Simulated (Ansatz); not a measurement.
Consider the following.

Y:
Space group Fd-3m, origin choice 1 (No. 227); a = b = c = 6.913 Å, α = β = γ = 90.00°

```
atom  site  symmetry       x       y       z
----  ----  --------  ------  ------  ------
Y       8b      -43m  0.5000  0.5000  0.5000
```
(The calculation used a cell of 2 atoms; values per cell refer to that cell.)

This is the r²SCAN-relaxed structure.

Question: All from plane-wave PAW r²SCAN (Ansatz code), unless another level is named. Predict the density of states at the Fermi level.

Answer: 1.9 states/eV per atom (mean over ±0.08 eV).

Question: What about the gap with spin–orbit coupling?

Answer: none (metallic).

The start of the workflow was typed in or built on a structure type; neither database checked (COD, Materials Project) lists it. It is not the phase usual at ambient conditions (space group No. 194). The cell was relaxed with r²SCAN under the symmetry of its start. At this level the phase is mechanically unstable. The run is not spin-polarised. The volume moved by -21 % from the start of the relaxation. Scalar-relativistic: spin–orbit coupling is off unless named, which matters more the heavier the elements.

Potentials: the later of the program's two PAW sets.
